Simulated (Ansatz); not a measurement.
Steps from a short run of molecular dynamics on a 2×2×1 supercell (12 atoms) of WSe2 (CdI2 type), relaxed with r2SCAN+rVV10; forces from r2SCAN in the plane-wave code Ansatz, 3×3×2 mesh, Fermi-Dirac smearing of 0.026 eV, Langevin thermostat and barostat (NPT), set at 300 K. Computed, non-magnetic; the trajectory is short and the cell small, so nothing here is a converged average. The structure comes from a prototype and may be hypothetical.

Q: At 10 fs the positions in Å are
```
cell (Å): 6.656 0.000 0.000; -3.328 5.764 0.000; 0.000 0.000 6.544
W   -0.006  -0.006   0.014
Se   0.009   1.940   1.662
Se   1.656   0.948   4.862
W   -1.669   2.873  -0.012
Se  -1.695   4.827   1.657
Se   0.008   3.881   4.867
W    3.320  -0.003   0.008
Se   3.344   1.915   1.687
Se   4.989   0.955   4.834
W    1.681   2.885   0.013
Se   1.645   4.835   1.694
Se   3.335   3.831   4.851
```
What are the forces, and how far does the free energy (smearing included) lie above that of step 0, with the atoms on their sites?

A: 2.3 meV an atom; forces in eV/Å:
```
cell (Å), as above: 6.656 0.000 0.000; -3.328 5.764 0.000; 0.000 0.000 6.544
W   -0.329  -0.035  -0.508
Se  -0.082  -0.043  -0.062
Se  -0.026   0.238   0.383
W   -0.203  -0.047  -0.132
Se   0.231  -0.299   0.106
Se   0.019  -0.410   0.307
W    0.154   0.384  -0.300
Se  -0.089   0.185  -0.199
Se   0.011   0.073   0.610
W    0.285   0.121  -0.290
Se   0.119  -0.286  -0.255
Se  -0.089   0.118   0.340
```

Q: At 16 fs the positions in Å are
```
cell (Å): 6.662 0.000 0.000; -3.331 5.769 0.000; 0.000 0.000 6.550
W   -0.008  -0.011   0.019
Se   0.011   1.958   1.645
Se   1.653   0.942   4.873
W   -1.674   2.867  -0.018
Se  -1.717   4.842   1.648
Se   0.012   3.908   4.870
W    3.320  -0.003   0.011
Se   3.354   1.911   1.688
Se   4.991   0.951   4.824
W    1.694   2.891   0.016
Se   1.641   4.859   1.699
Se   3.337   3.826   4.850
```
What are the forces, and how far does the free energy (smearing included) lie above that of step 0, with the atoms on their sites?

A: 6.2 meV an atom; forces in eV/Å:
```
cell (Å), as above: 6.662 0.000 0.000; -3.331 5.769 0.000; 0.000 0.000 6.550
W   -0.570  -0.067  -0.728
Se  -0.086  -0.118   0.050
Se  -0.043   0.355   0.379
W   -0.363  -0.028  -0.241
Se   0.423  -0.452   0.227
Se  -0.012  -0.657   0.396
W    0.258   0.541  -0.403
Se  -0.147   0.306  -0.165
Se   0.027   0.137   0.773
W    0.436   0.234  -0.374
Se   0.148  -0.454  -0.263
Se  -0.070   0.203   0.351
```
